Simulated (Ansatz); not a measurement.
GaAs:
```
GaAs
1.0
    0.00000     2.83265     2.83265
    2.83265     0.00000     2.83265
    2.83265     2.83265     0.00000
Ga As
1 1
Direct
  0.00000   0.00000   0.00000
  0.25000   0.25000   0.25000
```

r²SCAN (plane waves, PAW; program Ansatz) gives a gap of 0.97 eV without spin–orbit coupling, maximum at Γ, minimum at Γ.

### Question
What happens when spin–orbit coupling is switched on?

### Answer
The gap drops by 0.11 eV, to 0.86 eV; maximum at Γ, minimum at Γ.

### Question
How large is the spin–orbit splitting of the valence top at Γ?

### Answer
The fourfold level lies 0.33 eV above the split-off pair.

### Question
Give the electron effective mass with spin–orbit coupling.

### Answer
0.050 mₑ (isotropic).

### Question
Give the hole effective mass with spin–orbit coupling, band 1 of 2 at the edge.

### Answer
0.32 along [100], 0.59 along [110], 0.78 along [111] (mₑ).

### Question
Give the hole effective mass with spin–orbit coupling, band 2 of 2 at the edge.

### Answer
0.064 along [100], 0.059 along [110], 0.057 along [111] (mₑ).

Space group F-43m (zinc blende). The cell was relaxed with r²SCAN under the symmetry of its start.

Potentials: the earlier of the program's two PAW sets.
